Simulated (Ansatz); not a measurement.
Calculation for Si₂W (MoSi2 type): DFT, PBEsol, all-electron PAW with datasets made for the crystal, scalar-relativistic (Ansatz 0.2.0). This run: the series' base cell.

The cell comes from a relaxation on PAW files under the same functional, begun from a prototype that needn't be the stable phase.

Command: `ansatz run input.yaml --threads 1 --pin off --max-ram 3072MiB --backend cpu --events-out ev --progress --plain --runs-dir out` It took 80 s on 1 thread of Intel(R) Xeon(R) Processor @ 2.50GHz (Skylake/Cascade Lake) (shared host), peak memory 0.84 GiB.

```yaml
crystal:
  lattice:
    - [-1.6012574347, 1.6012574347, 3.9079813105]
    - [1.6012574347, -1.6012574347, 3.9079813105]
    - [1.6012574347, 1.6012574347, -3.9079813105]
  atoms:
    - { symbol: W, position: [0.0, 0.0, 0.0] }
    - { symbol: Si, position: [0.3345115677, 0.3345115677, 0.0] }
    - { symbol: Si, position: [-0.3345115677, -0.3345115677, 0.0] }
kpoints:
  mp_grid: { grid: [15, 15, 15] }
scf:
  occupations: { method: fermi_dirac, width: 0.05 }
hamiltonian:
  xc: pbesol
  pseudopotentials: { kind: all_electron, datasets: crystal }
output:
  forces: true
  stress: true
  eigenvalues: true
```

Output:

```
hamiltonian.pseudopotentials.datasets: crystal makes datasets for this crystal and solves the spheres of its atoms anew in each pass: cutoff 320.0 eV, the density's 1280.0 eV; for an error of 0.50 meV an atom under PBE, 1.5 meV for the cell; an energy difference from a run of another recipe may be off by several times the error for the cell, under r2SCAN by more, where some 0.1 meV an atom stays at smaller errors; Si in spheres of 1.228 Å, 4 of its electrons in bands; W in spheres of 1.376 Å, 6 of its electrons in bands, 22 on its site; only band paths and densities of states list, in semicore columns, the levels of the semicore shells that are solved separately: 4f of W, 5s of W, 5p of W
Engine: ansatz 0.2.0
Pseudopotentials: kind: all_electron
Pseudopotential: W, paw, valence charge 28, recommended cutoff 320 eV (normal), crystal/all_electron/pbesol/scalar/gaussian/W, Koelling and Harmon's equation, gaussian nucleus
Pseudopotential: Si, paw, valence charge 4, recommended cutoff 320 eV (normal), crystal/all_electron/pbesol/scalar/gaussian/Si, Koelling and Harmon's equation, gaussian nucleus
Functional definition: PBEsol
  exchange = pbesol_x
  correlation = pbesol_c
Crystal: 3 atoms, lattice volume = 40.081 Å³
Basis set: ecut = 320 eV, 543 PW (Γ), exchange–correlation on 54×54×54 points (8 copies of the dense FFT grid, shifted against one another)
Bands: 11, of which v1, the nominal top of the filled ones, is band 7 counted from 1 (6 counted from 0)
Symmetry: 16 space group operations
Space group: I4/mmm (ITA 139), of the structure as read, at distance tolerance 3.4e-5 Å
k-points: 288 of 3375
Non-local potential: W, projectors of the file, l = 0: 1, l = 1: 1, l = 2: 2
Non-local potential: Si, projectors of the file, l = 0: 1, l = 1: 1
PAW form: soft (Blöchl's): semilocal exchange-correlation on the pseudo side does not see the compensation charge
PAW one-centre angular grid: W, 590 points (default); XC on its mesh's 1823 points in the sphere
PAW one-centre angular grid: Si, 110 points (default); XC on its mesh's 1963 points in the sphere
Initial density: superposition of atomic densities (neutral atoms: chi_scale 0, normalization atom)
Initial wavefunctions: pseudopotential atomic-orbital guess
Functional: x = pbesol(κ = 0.804, μ = 0.12345679012345678), c = pbesol(β = 0.046)
iter 1 solved again at ethr=2.09e-2 eV; its pass at ethr=1.00e-1 eV (dr2=2.93e0 eV) is discarded
SCF iter   1: F=—  HF=-454832.077620 eV  |F-HF|=—  |Δ(HF+E_count)|=         —  Δρ=8.08e-2  dr2=3.68e0  ethr=2.09e-2  ⟨swp⟩=3.1  Hψ=20399  notcnv=0
preconditioner: auto → Kerker (q_TF=auto, 2.290 Å⁻¹)  [metal: Δε(μ)=0.056 eV  Ē_g=8.475 eV  σ=0.050 eV  W_gap=0.26  n_scr=10 (ndim 8)  ℏωp=21.9 eV  f_vac=0.005  D(μ)=0.62/eV (n_scr^D=2)]
SCF iter   2: F=—  HF=-454831.442165 eV  |F-HF|=—  |Δ(HF+E_count)|=   6.35e-1  Δρ=3.88e-2  dr2=6.88e-1  ethr=2.09e-2  ⟨swp⟩=2.1  Hψ=6363  notcnv=0  defer=4
SCF iter   3: F=—  HF=-454831.260283 eV  |F-HF|=—  |Δ(HF+E_count)|=   1.82e-1  Δρ=1.05e-2  dr2=7.29e-2  ethr=4.91e-3  ⟨swp⟩=3.3  Hψ=8533  notcnv=0  defer=5
iter 4 solved again at ethr=1.14e-5 eV; its pass at ethr=5.21e-4 eV (dr2=1.60e-3 eV) is discarded
SCF iter   4: F=—  HF=-454831.258434 eV  |F-HF|=—  |Δ(HF+E_count)|=   1.85e-3  Δρ=2.31e-3  dr2=1.55e-3  ethr=1.14e-5  ⟨swp⟩=3.2  Hψ=16267  notcnv=0  defer=9
SCF iter   5: F=—  HF=-454831.256181 eV  |F-HF|=—  |Δ(HF+E_count)|=   2.25e-3  Δρ=1.34e-3  dr2=8.36e-4  ethr=1.10e-5  ⟨swp⟩=2.4  Hψ=5398  notcnv=0  defer=11
SCF iter   6: F=—  HF=-454831.255705 eV  |F-HF|=—  |Δ(HF+E_count)|=   4.75e-4  Δρ=5.66e-4  dr2=2.15e-4  ethr=5.97e-6  ⟨swp⟩=3.1  Hψ=9304  notcnv=0  defer=4
SCF iter   7: F=—  HF=-454831.255657 eV  |F-HF|=—  |Δ(HF+E_count)|=   4.86e-5  Δρ=1.60e-4  dr2=1.00e-5  ethr=1.54e-6  ⟨swp⟩=2.1  Hψ=5285  notcnv=0  defer=2
SCF iter   8: F=—  HF=-454831.255645 eV  |F-HF|=—  |Δ(HF+E_count)|=   1.13e-5  Δρ=5.47e-5  dr2=1.97e-6  ethr=7.15e-8  ⟨swp⟩=3.4  Hψ=7365  notcnv=0
SCF iter   9: F=—  HF=-454831.255645 eV  |F-HF|=—  |Δ(HF+E_count)|=   9.59e-7  Δρ=1.63e-5  dr2=1.87e-7  ethr=1.41e-8  ⟨swp⟩=2.0  Hψ=5236  notcnv=0  defer=3
SCF iter  10: F=-454831.255645 eV  HF=-454831.255645 eV  |F-HF|=2.68e-9  |Δ(HF+E_count)|=   3.15e-8  Δρ=2.16e-6  dr2=2.96e-9  ethr=1.34e-9  ⟨swp⟩=3.2  Hψ=6425  notcnv=0  defer=1
SCF 1 converged in 10 iterations: F = -454831.255645 eV  dr2 = 2.96e-9
  Residual-converged pass: ⟨swp⟩=4.3  Hψ=8462  notcnv=0  max |occ|·‖R‖ = 6.4e-6 eV (tolerance 6.5e-6 eV)  dr2=3.78e-9  dr2_onsite=2.42e-9  max |Δocc| = 1.8e-9
  greatest PAW one-centre occupation: 0.454 electrons in one spin orbital (limit 2), on the Si atom at site 2 (counted from 0), in its partial waves of l = 0
SCF converged after 10 iterations
Free energy (F): -454831.255645 eV
Harris-Foulkes:  -454831.255645 eV  (|F-HF|=2.68e-9)
Internal energy: -454831.253472 eV  (E = F + TS)
E sigma→0 (E₀):  -454831.254558 eV
Entropy (-TS):   -0.002173 eV (-0.724 meV/atom)
Past the cutoff: the bands carry plane waves up to 1.75 times it, of which those up to 1.5 times it add -0.000098 eV an atom, each by itself; the spheres take 0.000038 eV an atom off the energy for waves past 1.75 times it
By the cutoff:   a pressure is off by up to 0.005 GPa (1.2 times the spheres' own share and the shells' term, over an atom's volume, and 0.004 GPa: a bound that held against runs at twice the plane waves)
Past the cutoffs: a stress includes 0.0019 GPa for waves and charges beyond them, in addition to the slope of what the spheres take
In the spheres:  the bands' charges fall short by 3.4e-6 e at most (sound up to 1e-3), those of shells solved beside the bands by 4.5e-7 e (sound up to 5e-4)
Fermi energy:    20.623344 eV
--- Per-component energies (eV) ---
  E_band       = 216.010700
  E_kinetic    = 206.716898
  E_local      = -5595.018190  (includes V_loc(G=0)·N_el)
  E_nonlocal   = 10.848605
  E_hartree    = 3053.322105
  E_xc         = -190.697677
  E_vxc        = -194.505524  (∫ρ·V_xc dr)
  E_paw        = -464771.544144  (= ΣΔE_a)
  E_vpaw       = -18272.325323  (= ΣTr[D̂ρ^β])
  E_ewald      = -5498.535972
  E_smearing   = -0.002173  (= −TS)
  E_closure    = 17953.654903  (closes the sum)
  Σ components = -454831.255645   (vs F -454831.255645, Δ=0.00e0)
  The terms above E_closure are by the made datasets' own strengths, without shells solved beside the bands.
--- Forces (eV/Å), atoms counted from 1 ---
  atom   1  W      0.00000000     0.00000000     0.00000000
  atom   2  Si    -0.00000000     0.00000000     0.00254607
  atom   3  Si     0.00000000    -0.00000000    -0.00254607
  max |Σ_I F_I| component: 1.39e-17 eV/Å
--- Stress (GPa, compression-positive) ---
       -0.023983       0.000000       0.000000
        0.000000      -0.023983       0.000000
       -0.000000      -0.000000      -0.066055
  P = ⅓ Tr σ = -0.0380 GPa (-0.380 kbar)
  It holds what live shells' own plane waves past their cutoff add
--- Band table (eV; the first three rows and the last of 288) ---
  k-point 0: bands = ["6.4851", "13.7111", "16.8986", "17.2313", "17.7641", "17.7641", "21.2542", "23.4472", "23.5081"]
  k-point 1: bands = ["6.6309", "13.8445", "16.4229", "17.2666", "17.3902", "18.2612", "20.5408", "23.2405", "23.8700"]
  k-point 2: bands = ["7.0589", "14.2099", "15.8086", "16.5645", "17.3796", "18.8092", "19.1345", "23.0668", "24.1326"]
  k-point 287: bands = ["8.8180", "9.6364", "16.6091", "17.8109", "19.6574", "19.9362", "19.9783", "20.1359", "21.5625"]
```

Next run (volume at 0.94 of the series' base cell), as changes to the input before:

```diff
   lattice:
-    - [-1.6012574347, 1.6012574347, 3.9079813105]
-    - [1.6012574347, -1.6012574347, 3.9079813105]
-    - [1.6012574347, 1.6012574347, -3.9079813105]
+    - [-1.5660755306, 1.5660755306, 3.8404069083]
+    - [1.5660755306, -1.5660755306, 3.8404069083]
+    - [1.5660755306, 1.5660755306, -3.8404069083]
   atoms:
-    - { symbol: Si, position: [0.3345115677, 0.3345115677, 0.0] }
-    - { symbol: Si, position: [-0.3345115677, -0.3345115677, 0.0] }
+    - { symbol: Si, position: [0.3335391709, 0.3335391709, 0.0] }
+    - { symbol: Si, position: [-0.3335391709, -0.3335391709, 0.0] }
 kpoints:
```

Results part of the output:

```
SCF 1 converged in 9 iterations: F = -454831.140537 eV  dr2 = 4.72e-8
  Residual-converged pass: ⟨swp⟩=4.8  Hψ=9531  notcnv=0  max |occ|·‖R‖ = 6.4e-6 eV (tolerance 6.5e-6 eV)  dr2=3.45e-8  dr2_onsite=1.04e-8  max |Δocc| = 1.0e-8
  greatest PAW one-centre occupation: 0.438 electrons in one spin orbital (limit 2), on the W atom at site 0 (counted from 0), in its partial waves of l = 2
SCF converged after 9 iterations
Free energy (F): -454831.140537 eV
Harris-Foulkes:  -454831.140537 eV  (|F-HF|=4.34e-8)
Internal energy: -454831.138356 eV  (E = F + TS)
E sigma→0 (E₀):  -454831.139447 eV
Entropy (-TS):   -0.002181 eV (-0.727 meV/atom)
Past the cutoff: the bands carry plane waves up to 1.75 times it, of which those up to 1.5 times it add -0.000111 eV an atom, each by itself; the spheres take 0.000044 eV an atom off the energy for waves past 1.75 times it
By the cutoff:   a pressure is off by up to 0.006 GPa (1.2 times the spheres' own share and the shells' term, over an atom's volume, and 0.004 GPa: a bound that held against runs at twice the plane waves)
Past the cutoffs: a stress includes 0.0063 GPa for waves and charges beyond them, in addition to the slope of what the spheres take
In the spheres:  the bands' charges fall short by 1.0e-7 e at most (sound up to 1e-3), those of shells solved beside the bands by 4.5e-7 e (sound up to 5e-4)
Fermi energy:    22.103041 eV
--- Per-component energies (eV) ---
  E_band       = 233.358599
  E_kinetic    = 211.436400
  E_local      = -5210.554846  (includes V_loc(G=0)·N_el)
  E_nonlocal   = 15.430648
  E_hartree    = 2954.441196
  E_xc         = -193.264760
  E_vxc        = -198.231949  (∫ρ·V_xc dr)
  E_paw        = -468388.632164  (= ΣΔE_a)
  E_vpaw       = -25102.954824  (= ΣTr[D̂ρ^β])
  E_ewald      = -8829.324884
  E_smearing   = -0.002181  (= −TS)
  E_closure    = 24609.330054  (closes the sum)
  Σ components = -454831.140537   (vs F -454831.140537, Δ=0.00e0)
  The terms above E_closure are by the made datasets' own strengths, without shells solved beside the bands.
--- Forces (eV/Å), atoms counted from 1 ---
  atom   1  W      0.00000000    -0.00000000    -0.00000000
  atom   2  Si     0.00000000    -0.00000000     0.00417957
  atom   3  Si    -0.00000000    -0.00000000    -0.00417957
  max |Σ_I F_I| component: 2.78e-17 eV/Å
--- Stress (GPa, compression-positive) ---
       16.258347       0.000000       0.000000
        0.000000      16.258347      -0.000000
        0.000000       0.000000      16.202285
  P = ⅓ Tr σ = 16.2397 GPa (162.397 kbar)
  It holds what live shells' own plane waves past their cutoff add
--- Band table (eV; the first three rows and the last of 288) ---
  k-point 0: bands = ["7.4105", "14.7719", "18.3783", "18.3952", "19.0521", "19.0521", "22.8226", "24.7132", "25.3197"]
  k-point 1: bands = ["7.5652", "14.9161", "17.8159", "18.4438", "18.6360", "19.6283", "22.0641", "25.1097", "25.2293"]
  k-point 2: bands = ["8.0189", "15.3119", "17.1544", "17.7366", "18.5941", "20.2012", "20.5759", "24.9495", "25.9039"]
  k-point 287: bands = ["9.8485", "10.7433", "17.7365", "19.0709", "21.1375", "21.3862", "21.3959", "21.5598", "23.1425"]
```

Next run (volume at 0.72 of the series' base cell), as changes to the input before:

```diff
   lattice:
-    - [-1.5660755306, 1.5660755306, 3.8404069083]
-    - [1.5660755306, -1.5660755306, 3.8404069083]
-    - [1.5660755306, 1.5660755306, -3.8404069083]
+    - [-1.4213457518, 1.4213457518, 3.5711477714]
+    - [1.4213457518, -1.4213457518, 3.5711477714]
+    - [1.4213457518, 1.4213457518, -3.5711477714]
   atoms:
-    - { symbol: Si, position: [0.3335391709, 0.3335391709, 0.0] }
-    - { symbol: Si, position: [-0.3335391709, -0.3335391709, 0.0] }
+    - { symbol: Si, position: [0.3303156725, 0.3303156725, 0.0] }
+    - { symbol: Si, position: [-0.3303156725, -0.3303156725, 0.0] }
 kpoints:
```

Results part of the output:

```
SCF 1 converged in 9 iterations: F = -454827.277640 eV  dr2 = 1.26e-8
  Residual-converged pass: ⟨swp⟩=4.8  Hψ=9471  notcnv=0  max |occ|·‖R‖ = 6.4e-6 eV (tolerance 6.5e-6 eV)  dr2=1.93e-8  dr2_onsite=1.07e-8  max |Δocc| = 2.7e-9
  greatest PAW one-centre occupation: 0.504 electrons in one spin orbital (limit 2), on the W atom at site 0 (counted from 0), in its partial waves of l = 2
SCF converged after 9 iterations
Free energy (F): -454827.277640 eV
Harris-Foulkes:  -454827.277640 eV  (|F-HF|=8.73e-9)
Internal energy: -454827.276062 eV  (E = F + TS)
E sigma→0 (E₀):  -454827.276851 eV
Entropy (-TS):   -0.001577 eV (-0.526 meV/atom)
Past the cutoff: the bands carry plane waves up to 1.75 times it, of which those up to 1.5 times it add -0.000085 eV an atom, each by itself; the spheres take 0.000049 eV an atom off the energy for waves past 1.75 times it
By the cutoff:   a pressure is off by up to 0.008 GPa (1.2 times the spheres' own share and the shells' term, over an atom's volume, and 0.004 GPa: a bound that held against runs at twice the plane waves)
Past the cutoffs: a stress includes 0.0051 GPa for waves and charges beyond them, in addition to the slope of what the spheres take
In the spheres:  the bands' charges fall short by 1.6e-6 e at most (sound up to 1e-3), those of shells solved beside the bands by 2.3e-7 e (sound up to 5e-4)
Fermi energy:    29.340937 eV
--- Per-component energies (eV) ---
  E_band       = 320.074841
  E_kinetic    = 240.603053
  E_local      = -4838.750362  (includes V_loc(G=0)·N_el)
  E_nonlocal   = 30.951930
  E_hartree    = 2824.296143
  E_xc         = -220.224202
  E_vxc        = -221.655652  (∫ρ·V_xc dr)
  E_paw        = -467550.299627  (= ΣΔE_a)
  E_vpaw       = -24883.372075  (= ΣTr[D̂ρ^β])
  E_ewald      = -9657.562011
  E_smearing   = -0.001577  (= −TS)
  E_closure    = 24343.709012  (closes the sum)
  Σ components = -454827.277640   (vs F -454827.277640, Δ=0.00e0)
  The terms above E_closure are by the made datasets' own strengths, without shells solved beside the bands.
--- Forces (eV/Å), atoms counted from 1 ---
  atom   1  W     -0.00000000     0.00000000     0.00000000
  atom   2  Si     0.00000000    -0.00000000     0.01903701
  atom   3  Si    -0.00000000     0.00000000    -0.01903701
  max |Σ_I F_I| component: 1.39e-17 eV/Å
--- Stress (GPa, compression-positive) ---
      150.593728      -0.000000       0.000000
       -0.000000     150.593728       0.000000
        0.000000       0.000000     150.352608
  P = ⅓ Tr σ = 150.5134 GPa (1505.134 kbar)
  It holds what live shells' own plane waves past their cutoff add
--- Band table (eV; the first three rows and the last of 288) ---
  k-point 0: bands = ["12.1856", "20.0440", "24.0046", "25.5203", "25.5203", "25.7274", "30.5835", "30.6569", "34.2159"]
  k-point 1: bands = ["12.3878", "20.2514", "24.1362", "24.5717", "24.8586", "26.6585", "29.6033", "31.5194", "34.3571"]
  k-point 2: bands = ["12.9738", "20.8257", "23.5792", "23.6950", "24.5216", "27.3530", "27.6893", "33.2314", "34.3946"]
  k-point 287: bands = ["15.2400", "16.3597", "23.1912", "25.1595", "28.2674", "28.5273", "28.6479", "28.7888", "30.9535"]
```

Next run (volume at 0.62 of the series' base cell), as changes to the input before:

```diff
   lattice:
-    - [-1.4213457518, 1.4213457518, 3.5711477714]
-    - [1.4213457518, -1.4213457518, 3.5711477714]
-    - [1.4213457518, 1.4213457518, -3.5711477714]
+    - [-1.3440263965, 1.3440263965, 3.4391481888]
+    - [1.3440263965, -1.3440263965, 3.4391481888]
+    - [1.3440263965, 1.3440263965, -3.4391481888]
   atoms:
-    - { symbol: Si, position: [0.3303156725, 0.3303156725, 0.0] }
-    - { symbol: Si, position: [-0.3303156725, -0.3303156725, 0.0] }
+    - { symbol: Si, position: [0.328673973, 0.328673973, 0.0] }
+    - { symbol: Si, position: [-0.328673973, -0.328673973, 0.0] }
 kpoints:
```

Results part of the output:

```
SCF 1 converged in 8 iterations: F = -454821.883499 eV  dr2 = 5.51e-8
  Residual-converged pass: ⟨swp⟩=4.0  Hψ=11111  notcnv=0  max |occ|·‖R‖ = 6.4e-6 eV (tolerance 6.5e-6 eV)  dr2=5.08e-8  dr2_onsite=3.42e-8  max |Δocc| = 8.4e-9
  greatest PAW one-centre occupation: 1.000 electrons in one spin orbital (limit 2), on the W atom at site 0 (counted from 0), in its partial waves of l = 0
SCF converged after 8 iterations
Free energy (F): -454821.883499 eV
Harris-Foulkes:  -454821.883499 eV  (|F-HF|=2.04e-8)
Internal energy: -454821.881353 eV  (E = F + TS)
E sigma→0 (E₀):  -454821.882426 eV
Entropy (-TS):   -0.002146 eV (-0.715 meV/atom)
Past the cutoff: the bands carry plane waves up to 1.75 times it, of which those up to 1.5 times it add -0.000136 eV an atom, each by itself; the spheres take 0.000111 eV an atom off the energy for waves past 1.75 times it
By the cutoff:   a pressure is off by up to 0.011 GPa (1.2 times the spheres' own share and the shells' term, over an atom's volume, and 0.004 GPa: a bound that held against runs at twice the plane waves)
Past the cutoffs: a stress includes 0.0089 GPa for waves and charges beyond them, in addition to the slope of what the spheres take
In the spheres:  the bands' charges fall short by 1.3e-7 e at most (sound up to 1e-3), those of shells solved beside the bands by 4.6e-7 e (sound up to 5e-4)
Fermi energy:    34.118873 eV
--- Per-component energies (eV) ---
  E_band       = 276.843865
  E_kinetic    = 451.842668
  E_local      = -5218.646415  (includes V_loc(G=0)·N_el)
  E_nonlocal   = 99.681019
  E_hartree    = 2870.901274
  E_xc         = -236.903459
  E_vxc        = -293.230712  (∫ρ·V_xc dr)
  E_paw        = -466462.799711  (= ΣΔE_a)
  E_vpaw       = -24333.076580  (= ΣTr[D̂ρ^β])
  E_ewald      = -10154.410242
  E_smearing   = -0.002146  (= −TS)
  E_closure    = 23828.453513  (closes the sum)
  Σ components = -454821.883499   (vs F -454821.883499, Δ=0.00e0)
  The terms above E_closure are by the made datasets' own strengths, without shells solved beside the bands.
--- Forces (eV/Å), atoms counted from 1 ---
  atom   1  W     -0.00000000     0.00000000     0.00000000
  atom   2  Si     0.00000000    -0.00000000     0.04261148
  atom   3  Si     0.00000000     0.00000000    -0.04261148
  max |Σ_I F_I| component: 2.78e-17 eV/Å
--- Stress (GPa, compression-positive) ---
      295.121295       0.000000      -0.000000
        0.000000     295.121295      -0.000000
        0.000000      -0.000000     294.554344
  P = ⅓ Tr σ = 294.9323 GPa (2949.323 kbar)
  It holds what live shells' own plane waves past their cutoff add
--- Band table (eV; the first three rows and the last of 288) ---
  k-point 0: bands = ["-39.0431", "-4.1675", "-3.3526", "-3.3526", "15.5487", "23.6017", "27.6370", "29.9242", "29.9242", "30.7147", "34.5906", "35.7917", "40.1339"]
  k-point 1: bands = ["-39.0349", "-4.1528", "-3.4212", "-3.4066", "15.7849", "23.8639", "27.8401", "29.0312", "29.0547", "31.5626", "34.6680", "35.7035", "40.2845"]
  k-point 2: bands = ["-39.0117", "-4.1120", "-3.6048", "-3.5572", "16.4615", "24.5926", "27.5095", "28.0103", "28.4287", "32.3167", "32.4559", "37.8274", "40.5346"]
  k-point 287: bands = ["-39.0338", "-4.3337", "-3.4267", "-3.3532", "19.0745", "20.2920", "26.7513", "29.0563", "32.7852", "33.1130", "33.8153", "33.8445", "36.1682"]
```

Spin–orbit coupling is left out, which matters for the heavy atoms. The structure type is held throughout; the real material can change phase at far lower pressure.
